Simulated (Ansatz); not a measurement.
## Field gradients of Bi₂S₃ from run to run

Cell of run 1: a structure deposited in the COD.

```
Bi S
1.0
    11.31600    0.00000    0.00000
     0.00000    3.97090    0.00000
     0.00000    0.00000   11.17800
Bi S
8 12
Direct
  0.48339 0.25000 0.32581
  0.01661 0.75000 0.82581
  0.98339 0.25000 0.17419
  0.51661 0.75000 0.67419
  0.34069 0.75000 0.03429
  0.15931 0.25000 0.53429
  0.84069 0.75000 0.46571
  0.65931 0.25000 0.96571
  0.28540 0.25000 0.19410
  0.21460 0.75000 0.69410
  0.78540 0.25000 0.30590
  0.71460 0.75000 0.80590
  0.55000 0.75000 0.12840
  0.95000 0.25000 0.62840
  0.05000 0.75000 0.37160
  0.45000 0.25000 0.87160
  0.37560 0.75000 0.44230
  0.12440 0.25000 0.94230
  0.87560 0.75000 0.05770
  0.62440 0.25000 0.55770
```

Atom numbers follow the list; atoms alike are taken as one site, whose name carries the number of the first.

Relaxed positions (PBE, cell held):

```
CELL_PARAMETERS angstrom
11.31600 0.00000 0.00000
0.00000 3.97090 0.00000
0.00000 0.00000 11.17800
ATOMIC_POSITIONS crystal
Bi 0.48778 0.25000 0.32498
Bi 0.01222 0.75000 0.82498
Bi 0.98778 0.25000 0.17502
Bi 0.51222 0.75000 0.67502
Bi 0.33768 0.75000 0.03205
Bi 0.16232 0.25000 0.53205
Bi 0.83768 0.75000 0.46795
Bi 0.66232 0.25000 0.96795
S 0.28384 0.25000 0.19282
S 0.21616 0.75000 0.69282
S 0.78384 0.25000 0.30718
S 0.71616 0.75000 0.80718
S 0.54960 0.75000 0.12924
S 0.95040 0.25000 0.62924
S 0.04960 0.75000 0.37076
S 0.45040 0.25000 0.87076
S 0.37755 0.75000 0.44412
S 0.12245 0.25000 0.94412
S 0.87755 0.75000 0.05588
S 0.62245 0.25000 0.55588
```

All runs are DFT with Ansatz 0.2.0 (plane waves and PAW, scalar-relativistic unless spin–orbit coupling is named, Γ-centred meshes, Fermi–Dirac smearing where given) in this cell.

Run 1: PBE, atoms as given; 420 eV, 3×7×3 k-points, smearing 0.02 eV.
Run 2: PBE, atoms relaxed; 420 eV, 3×7×3 k-points, smearing 0.02 eV.
Run 3: r2SCAN, at the relaxed atoms; 500 eV, 3×7×3 k-points, smearing 0.02 eV.
Run 4: PBE, at the relaxed atoms; 350 eV, 3×7×3 k-points, smearing 0.02 eV; this cutoff lies below the one recommended for these PAW files.

| run | Bi1 V_zz (η) | Bi5 V_zz (η) | S9 V_zz (η) | S17 V_zz (η) |
| --- | --- | --- | --- | --- |
| 1 | -11.23 (0.80) | -23.8 (0.05) | -2.80 (0.54) | -9.47 (0.22) |
| 2 | 7.18 (0.89) | -18.54 (0.09) | -2.52 (0.33) | -8.71 (0.11) |
| 3 | ? | ? | ? | ? |
| 4 | 7.16 (0.89) | -18.51 (0.09) | -2.52 (0.33) | -8.71 (0.11) |

V_zz in 10²¹ V/m²; 4 of the 5 sets of like atoms are followed.

Task: Estimate the row of run 3.

Result: Bi1: 8.43 (0.87); Bi5: -21.2 (0.09); S9: -2.68 (0.20); S17: -8.79 (0.13). It lies nearest to run 2, from whose tensors on these sites it differs by 2.63 at most (largest principal value of the difference, on Bi5). Taken one at a time, the positions of the atoms (as given or relaxed) move the tensors on these sites by up to 6.46 (largest principal value of the change, on Bi5), the functional (r2SCAN with its higher cutoff) by 2.63 (Bi5), the cutoff by 0.02 (Bi5). On some sites the largest principal value moves to another axis from run to run, and the sign of V_zz can flip with it.

Leaving out spin–orbit coupling shifts gradients on Bi by a few per cent, and by more where contributions nearly cancel. Run 1: The values hang on the deposited positions: relaxing the atoms moves V_zz on Bi1 from -11.23 to 7.18, on Bi5 from -23.8 to -18.54.
